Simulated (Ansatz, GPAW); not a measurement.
This is a calculation of Ag3Au for GPAW 26.7.0 (ASE script). The cell comes from a database or a generator and needn't be the stable form of this composition.

Contents of run.py:

```python
from ase import Atoms
from ase.dft.bandgap import bandgap
from ase.io import write
from ase.units import Bohr, GPa
from gpaw import GPAW, PW, setup_paths
from gpaw.elf import elf_from_dft_calculation

setup_paths.insert(0, '.')

atoms = Atoms(['Au', 'Ag', 'Ag', 'Ag'],
              cell=[[-2.059501, 2.059501, 4.09760052],
                    [2.059501, -2.059501, 4.09760052],
                    [2.059501, 2.059501, -4.09760052]],
              scaled_positions=[[0.0, 0.0, 0.0],
                                [0.5, 0.5, 0.0],
                                [0.25, 0.75, 0.5],
                                [0.75, 0.25, 0.5]],
              pbc=True)

calc = GPAW(mode=PW(600),
            xc='PBEsol',
            kpts={'size': (9, 9, 9), 'gamma': True},
            occupations={'name': 'fermi-dirac', 'width': 0.05},
            nbands=53,
            convergence={'density': 1e-05, 'energy': 1e-05},
            maxiter=150,
            txt='gpaw.txt')
atoms.calc = calc
energy = atoms.get_potential_energy()
forces = atoms.get_forces()
stress = atoms.get_stress()
calc.write('gs.gpw')
write('result.traj', atoms)
print(f'Energy: {energy:.6f} eV')
print('Forces (eV/A):')
print(forces.round(4))
print('Stress (GPa):', (stress / GPa).round(3))
print('Fermi level:', round(calc.get_fermi_level(), 4), 'eV')
print(f'Gap: {bandgap(calc)[0]:.4f} eV, direct: {bandgap(calc, direct=True)[0]:.4f} eV')

# fields on the real-space grid
write('density.cube', atoms, data=calc.get_pseudo_density() * Bohr**3)
write('potential.cube', atoms, data=calc.get_electrostatic_potential())
write('elf.cube', atoms, data=elf_from_dft_calculation(calc).data)
```

Potentials or basis: PAW data sets generated in the run's folder for this functional, pw.

Command:

```bash
$ gpaw-setup -f PBEsol Ag Au
$ OMP_NUM_THREADS=1 python run.py
```

Question: Set up the same calculation for Ansatz 0.2.0. Potentials or basis there: all-electron LAPW, scalar-relativistic.

Answer: As run (cutoffs and basis follow the program's own potentials, and thresholds, step limits or extra output files can differ):

The input input.yaml:

```yaml
crystal:
  lattice:
    - [-2.059501, 2.059501, 4.09760052]
    - [2.059501, -2.059501, 4.09760052]
    - [2.059501, 2.059501, -4.09760052]
  atoms:
    - { symbol: Au, position: [0.0, 0.0, 0.0] }
    - { symbol: Ag, position: [0.5, 0.5, 0.0] }
    - { symbol: Ag, position: [0.25, 0.75, 0.5] }
    - { symbol: Ag, position: [0.75, 0.25, 0.5] }
kpoints:
  mp_grid: { grid: [9, 9, 9] }
scf:
  occupations: { method: fermi_dirac, width: 0.05 }
hamiltonian:
  xc: pbesol
  pseudopotentials: { kind: all_electron, lapw: { basis_error: 0.001 } }
output:
  forces: true
  stress: true
  eigenvalues: true
  populations: true
```

Potentials or basis: all-electron LAPW, scalar-relativistic.

Run with:

```bash
$ ansatz run input.yaml --threads 2 --pin off --max-ram 8192MiB --backend cpu --events-out ev --progress --plain --runs-dir out
```

Both were run:

|  | GPAW | Ansatz |
| --- | --- | --- |
| Pressure | -4.2 GPa | -4.7 GPa |

Where Ansatz's input types no cutoff or centring, it takes its own default and a Γ-centred mesh.

Pressure is positive in compression.
